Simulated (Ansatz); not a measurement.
BeS:
```yaml
crystal:
  lattice:
    - [0.00000, 2.31713, 2.31713]
    - [2.31713, 0.00000, 2.31713]
    - [2.31713, 2.31713, 0.00000]
  atoms:
    - { symbol: S, position: [0.00000, 0.00000, 0.00000] }
    - { symbol: Be, position: [0.50000, 0.50000, 0.50000] }
```

Relaxed with r²SCAN. Special points in fractions of this cell's reciprocal vectors: Γ (0.000, 0.000, 0.000); X (0.500, 0.000, 0.500); U (0.625, 0.250, 0.625); K (0.375, 0.375, 0.750); L (0.500, 0.500, 0.500); W (0.500, 0.250, 0.750).

Q: List the band energies nearest the valence-band maximum at these points for r²SCAN in the plane-wave PAW code Ansatz.

A: In eV from the valence-band maximum; about four levels below and three above (degenerate sets whole), none deeper than 8.9 eV; points with the same levels are listed once.

| k | below | above |
|---|---|---|
| Γ | -0.28 -0.28 -0.28 | 6.20 9.27 9.27 9.27 |
| X | -6.97 -3.27 -3.27 | 1.33 4.81 12.98 12.98 |
| U | -6.24 -5.30 -2.56 | 2.68 8.08 8.82 |
| L | -7.46 -0.55 -0.55 | 4.45 4.45 4.82 |
| W | -5.56 -5.56 -4.06 | 5.35 6.21 9.92 9.92 |

Space group Fm-3m (rock salt). The cell is a constructed one: a structure type filled with these elements; neither database checked (COD, Materials Project) lists it. COD files the formula under space group No. 216, so this cell is another polymorph or a model. Its standing as an ambient phase is unchecked. The cell was relaxed with r²SCAN under the symmetry of its start; whether a distortion lowers the energy is not shown.

Potentials: the later of the program's two PAW sets.
